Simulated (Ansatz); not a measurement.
## Pt3Te4: changing the choice of potentials or basis

Space group R-3m:H (No. 166). a = 3.988 Å, b = 3.988 Å, c = 35.390 Å, α = 90.00°, β = 90.00°, γ = 120.00°
| atom | site | symmetry | x | y | z |
| --- | --- | --- | --- | --- | --- |
| Pt | 6c | 3m | 0.0000 | 0.0000 | 0.8540 |
| Pt | 3a | -3m | 0.0000 | 0.0000 | 0.0000 |
| Te | 6c | 3m | 0.0000 | 0.0000 | 0.7050 |
| Te | 6c | 3m | 0.6667 | 0.3333 | 0.8903 |

Kept alike: task single point; functional PBEsol; k mesh 8 × 8 × 8; occupations fermi-dirac, width 0.05 eV; no spin polarisation. Program: Ansatz. Cutoffs run from 640 to 1388 eV. The mesh is that of the run's cell of 7 atoms. No spin-orbit coupling.

| choice of potentials or basis | pressure (GPa) |
| --- | --- |
| Ansatz PAW (files of its older set among them) (made for PBE) | -1.19 |
| JTH PAW (made for PBE) | 0.19 |
| PseudoDojo standard (PBEsol files) | -1.36 |
| PseudoDojo stringent (PBEsol files) | -1.31 |

Pressure is positive in compression, with a Pulay correction for the finite cutoff. For a metal such a mesh leaves the last digits unconverged.

Task: What does the choice of potentials or basis change here?

Result: The pressure runs from -1.36 (PseudoDojo standard (PBEsol files)) to 0.19 GPa (JTH PAW (made for PBE)).
